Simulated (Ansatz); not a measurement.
SnSe2, CdI2 type: an Ansatz output whose functional has been blanked. The cell was relaxed with r2SCAN+rVV10 and then strained (isotropic -2.0 % on every length), with the atoms relaxed again with r2SCAN+rVV10; k points keep the names of the unstrained zone.

```
CELL_PARAMETERS angstrom
3.74865 0.00000 0.00000
-1.87432 3.24642 0.00000
0.00000 0.00000 6.10254
ATOMIC_POSITIONS crystal
Sn 0.00000 0.00000 0.00000
Se 0.33333 0.66667 0.26117
Se 0.66667 0.33333 0.73883
```

```
Pseudopotential: Sn, paw, valence charge 14, recommended cutoff 420 eV
Pseudopotential: Se, paw, valence charge 16, recommended cutoff 420 eV
Crystal: 3 atoms, lattice volume = 74.266 Å³
Basis set: ecut = 420 eV, 1449 PW (Γ)
Bands: 27, of which v1, the nominal top of the filled ones, is band 23 counted from 1 (22 counted from 0)
Symmetry: 12 space group operations
Space group: P-3m1 (ITA 164)
k-points: 24 of 144
[warm-up without exact exchange]
SCF 1 stopped early in 4 iterations: F = -16963.240066 eV  dr2 = 6.22e-6
[exact exchange on]
SCF 2 stopped early in 7 iterations: F = -16970.419304 eV  dr2 = 1.20e-6
hybrid outer 1: dexx = +1.368e-2 eV, tail = 1.62e-4 eV
SCF 3 converged in 5 iterations: F = -16970.419483 eV  dr2 = 1.68e-10
hybrid outer 2: dexx = +1.043e-6 eV, tail = 4.44e-8 eV, Δε = 3.23e-3 eV, ΔF = 1.30e-2 eV/Å
SCF 4 converged in 2 iterations: F = -16970.419483 eV  dr2 = 1.33e-10
hybrid outer 3: dexx = +5.867e-10 eV, tail = 5.16e-10 eV, Δε = 4.20e-5 eV, ΔF = 2.00e-4 eV/Å
NSCF: frozen V_eff on 8 k-points
hybrid SCF converged: 3 outer / 14 inner (+4 warm-up)
Free energy (F): -16970.419483 eV
Fermi energy:    8.225319 eV
--- Per-component energies (eV) ---
  E_band       = -959.060369
  E_kinetic    = 424.019465
  E_local      = -5842.617440
  E_nonlocal   = -1224.295318
  E_hartree    = 3013.326752
  E_xc         = -467.194045
  E_vxc        = -233.669853
  E_exx        = -173.159239
  E_paw        = -7918.459408
  E_vpaw       = 237.168962
  E_ewald      = -4780.155968
  E_core_change = -1.883087
--- Forces (eV/Å), atoms counted from 1 ---
  atom   1  Sn      0.00000      0.00000      0.00000
  atom   2  Se      0.00000      0.00000    -0.21077
  atom   3  Se      0.00000      0.00000      0.21077
--- Stress (GPa, compression-positive) ---
        3.646285       0.000000       0.000000
        0.000000       3.646285       0.000000
        0.000000       0.000000       1.385600
  P = ⅓ Tr σ = 2.8927 GPa (28.927 kbar)
--- Band table (eV; the first three rows and the last of 24) ---
  k-point 0: bands = […, 1.1749, 7.6584, 7.6584, 7.9328, 7.9328, 8.0079, 10.2000, 12.2760, 13.9600, 13.9600]
  k-point 1: bands = […, 1.7480, 6.6669, 7.5644, 7.5644, 8.0655, 8.0655, 11.1759, 12.2887, 13.7718, 13.7718]
  k-point 2: bands = […, 2.5339, 5.4568, 7.5056, 7.5056, 8.1647, 8.1647, 11.8922, 12.2053, 13.5969, 13.5969]
  k-point 23: bands = […, 0.3155, 3.4539, 3.4539, 3.9574, 7.7181, 7.7181, 11.4437, 13.3852, 13.3852, 15.1057]
```

Levels at the listed points, from bands.tsv (eV from the Fermi energy, bands near the gap, counted from 0):
```tsv
# k_distance	band_18	band_19	band_20	band_21	band_22	band_23	band_24	band_25	band_26
# fermi_ev = 8.225319
# [0, 0, 0] at k_distance = 0.000000
# [0.5, 0, 0] at k_distance = 0.967709
# [0.3333333333, 0.3333333333, 0] at k_distance = 1.526416
# [0, 0, 0.5] at k_distance = 2.756714
# [0.5, 0, 0.5] at k_distance = 3.724423
# [0.3333333333, 0.3333333333, 0.5] at k_distance = 4.283131
# [0, 0.143229, -0.148438] at k_distance = 5.394292
# [0, 0.450521, 0.351562] at k_distance = 6.180888
# levels_relative_to = fermi_ev
0.000	-0.567	-0.567	-0.293	-0.293	-0.217	1.975	4.051	5.735	5.735
0.968	-4.986	-3.572	-2.793	-1.663	-0.281	1.896	4.569	5.935	6.171
1.526	-4.037	-4.037	-3.754	-2.047	-2.047	1.691	7.417	7.417	8.489
2.757	-2.768	-0.720	-0.720	-0.061	-0.061	3.667	3.980	5.372	5.372
3.724	-5.616	-2.529	-2.319	-1.070	-0.841	1.326	4.782	5.507	6.462
4.283	-4.771	-4.771	-4.268	-0.507	-0.507	3.218	5.160	5.160	6.880
5.394	-2.493	-1.642	-1.364	-0.196	0.051	3.370	4.626	5.709	5.896
6.181	-5.348	-2.569	-2.554	-1.178	-0.720	1.194	5.048	5.992	6.596
```
In order the rows are Γ, M, K, A, L, H, (0, 0.143, -0.148), (0, 0.451, 0.352).

Task: Which functional gave these numbers?
A. LC-ωPBE
B. PBE0
C. HSE06
D. r2SCAN0

Result: C. HSE06. The exchange loop and the term E_exx show exact exchange. HSE06 gives an indirect gap of 1.14 eV, from k = (0, 0.143, -0.148) to k = (0, 0.451, 0.352); the least direct gap is 1.91 eV at k = (0, 0.451, 0.352). Among hybrids the size of the gap and of E_exx follows the share and range of exact exchange. The stress of a hybrid is loosely converged here. The log narrows the family; the member has to be judged from the numbers.

It took 38 s on 1 × NVIDIA H100 80GB HBM3 with 2 threads of AMD EPYC 7R13 Processor (Zen 3), on a shared host, load about 0.7 per core; peak host memory 2.9 GiB.

The values are computed, spin-unpolarised, and not measurements.

No spin-orbit coupling is included; it can move band edges with weight on the heavy atoms by tenths of an eV.

The meshes of the hybrids are coarse, so their gaps aren't converged to the digits shown.
